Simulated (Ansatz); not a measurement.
Calculated quadrupolar parameters for ZnS

The cell is a structure deposited in the COD, taken as it stands.

```
Zn S
1.0
     3.82400    0.00000    0.00000
    -1.91200    3.31168    0.00000
     0.00000    0.00000   31.20000
Zn S
10 10
Direct
  0.00000 0.00000 0.00000
  0.00000 0.00000 0.50000
  0.00000 0.00000 0.30000
  0.00000 0.00000 0.80000
  0.33333 0.66667 0.10000
  0.66667 0.33333 0.60000
  0.33333 0.66667 0.40000
  0.66667 0.33333 0.90000
  0.33333 0.66667 0.70000
  0.66667 0.33333 0.20000
  0.00000 0.00000 0.07500
  0.00000 0.00000 0.57500
  0.00000 0.00000 0.37500
  0.00000 0.00000 0.87500
  0.33333 0.66667 0.17500
  0.66667 0.33333 0.67500
  0.33333 0.66667 0.47500
  0.66667 0.33333 0.97500
  0.33333 0.66667 0.77500
  0.66667 0.33333 0.27500
```

Sites (sets of like atoms) are named by element and the number of their first atom in this list.

Computed with Ansatz: DFT, PBE, plane waves and PAW, scalar-relativistic, 420 eV cutoff, Γ-centred 8×8×1 k-points, Fermi–Dirac smearing 0.02 eV.

Conventions: |V_zz| ≥ |V_yy| ≥ |V_xx|, η = (V_xx − V_yy)/V_zz, C_Q = eQV_zz/h.

⁶⁷Zn: I = 5/2, Q = 122.0 mb; ³³S: I = 3/2, Q = -69.40 mb. Quadrupole moments are those of Pyykkö's year-2017 table.

```
site  atoms (order as listed)     first shell  V_zz (10²¹ V/m²)     η  C_Q (MHz)
 Zn1                     1, 2   4 S at 2.34 Å             0.028  0.00      0.083
 Zn3                     3, 4   4 S at 2.34 Å            -0.012  0.00     -0.037
 Zn5              5, 6, 9, 10   4 S at 2.34 Å            -0.020  0.00     -0.058
 Zn7                     7, 8   4 S at 2.34 Å             -0.14  0.00     -0.418
 S11                   11, 12  4 Zn at 2.34 Å            <0.005     –         ≈0
 S13                   13, 14  4 Zn at 2.34 Å             0.026  0.00     -0.044
 S15           15, 16, 19, 20  4 Zn at 2.34 Å            -0.013  0.00      0.022
 S17                   17, 18  4 Zn at 2.34 Å              0.12  0.00     -0.203
```

An axis of threefold or higher order runs through Zn1, Zn3, Zn5, Zn7, S13 and S15 and others, so V_zz lies along it and η is zero.
